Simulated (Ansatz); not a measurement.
# SnBi, first-principles data

SnBi:
```
SnBi
1.0
   -3.01264     3.01264     1.60858
    3.01264    -3.01264     1.60858
    3.01264     3.01264    -1.60858
Sn Bi
1 1
Direct
  0.00000   0.00000   0.00000
  0.75000   0.25000   0.50000
```

Space group I-4m2 (No. 119); conventional cell a = 6.0253 Å, b = 6.0253 Å, c = 3.2172 Å, α = 90.00°, β = 90.00°, γ = 90.00°.

Method: the program Ansatz at the LDA level (PAW). Geometry: relaxed at this level of theory. Other levels are named where they apply.

### Cell and energy

- Volume per atom = 29.20 Å³
- Density = 9.32 g/cm³
- Formation energy from the elements (no fitted shifts) = 3.0 kJ/mol of atoms

### Electronic structure

- Electronic character: metallic (no gap)
- Density of states at the Fermi level: 0.52 states/eV per atom (mean over ±0.08 eV)

### Mechanics

Bulk modulus (Birch–Murnaghan fit): 57.3 GPa
Pressure derivative B′: 4.7

### Phonons

- Highest zone-centre frequency = 96 cm⁻¹
- Zone-centre stability = no imaginary mode at Γ

The workflow started from a Materials Project entry (that database holds measured and hypothetical structures alike); the Crystallography Open Database copy checked does not list it. With Sn and Bi taken as one species the cell has the higher symmetry I4_1/amd, so it may be an ordered model of a mixed-site phase. Its standing as an ambient phase is unchecked. The cell was relaxed with LDA under the symmetry of its start. As this level gives no gap, phonon frequencies hold no LO–TO term and depend on the k-mesh and smearing (Fermi–Dirac, 0.1 eV here). Axis ratios of metals converge slowly with the k-mesh, so a and c are less sure than the volume. The references are the lowest solids computed at this level, not always the standard phases. Scalar-relativistic: spin–orbit coupling is off unless named, which matters more the heavier the elements.

Potentials: the later of the program's two PAW sets.
